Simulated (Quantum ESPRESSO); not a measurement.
Simulation results for Ge (made-up cell, one site empty)

Computed with Quantum ESPRESSO 7.5. Calculation on a made-up crystal cell, not a measurement: periodic Kohn-Sham density functional theory in plane waves with PseudoDojo standard norm-conserving scalar-relativistic pseudopotentials, each functional with its own files (v0.5 for PBE, v0.4.1 for LDA and PBEsol), no spin polarisation, no spin-orbit coupling, atoms not relaxed, stress positive in tension, energies less a fixed whole-eV offset for each atom's element; levels are Kohn-Sham levels at fractions of this cell's reciprocal vectors, counted from the reference band (half the neutral cell's valence electrons, rounded up) at Gamma; error bars cover cutoff and k-mesh only, not smearing or the files; added strain carries the atoms with the cell, and shear is the tensor component; each bar is the largest change over components, and at least 0.002 eV, 0.002 eV per angstrom or 0.02 GPa; energies are for the whole cell, and the offsets were chosen from early runs and are not element reference energies.

## Ge (made-up cell, one site empty)

```
cell vectors (Å)
   5.6936     0.0314     0.0931
   0.0314     5.6966     0.0041
   0.0931     0.0041     5.8014
atoms (fractions of the cell vectors)
Ge -0.00346 -0.02614 -0.01821
Ge -0.00113  0.49181  0.51105
Ge  0.51547  0.50501  0.01911
Ge  0.26536  0.25764  0.26477
Ge  0.24418  0.75596  0.75910
Ge  0.77163  0.26037  0.74742
Ge  0.74528  0.73707  0.24861
```

- lattice type: zincblende/diamond
- empty site: 3
- functional: pbe
- cutoff: 1061 eV
- fermi dirac smearing: 0.1 eV
- scf tolerance: 1e-07 eV
- electrons removed: 0
- k mesh: 6 x 6 x 6, shifted by half a step
- free energy less offsets: -0.8829 eV
- smearing term minus ts: -0.07757 eV
- scf iterations: 11
- pressure: 1.474 GPa
- stress xx: -1.854 GPa
- stress yy: -1.879 GPa
- stress zz: -0.6889 GPa
- stress yz: -0.9369 GPa
- stress xz: 3.86 GPa
- stress xy: -0.5328 GPa
- fermi level: -0.1475 eV
- reference band: 49
- error bar energy: 0.004055 eV
- error bar stress: 0.02 GPa
- error bar force: 0.002552 eV/Å
- error bar next band up: 0.002 eV
- error bar fermi level: 0.008198 eV
- error bars from: tighter rerun of this cell

Atoms:
```tsv
atoms element	atom site	atom energy offset (eV)
Ge	1	-2430
Ge	2	-2430
Ge	4	-2430
Ge	5	-2430
Ge	6	-2430
Ge	7	-2430
Ge	8	-2430
```

Forces:
```tsv
site	x (eV/Å)	y (eV/Å)	z (eV/Å)
1	-0.7582	2.074	1.835
2	0.9075	1.413	-0.9408
4	-0.9095	-0.5221	-1.414
5	-0.2675	-1.379	-0.4061
6	1.827	-1.442	-1.371
7	-1.439	-1.184	1.173
8	0.6399	1.04	1.123
```

Levels:
```tsv
level k point	next band up (eV)
Gamma	0.5616
(1/2,1/2,1/2)	0.1029
(0.15,0,0)	0.5136
(0,0.15,0)	0.5893
(0,0,0.15)	0.6221
```
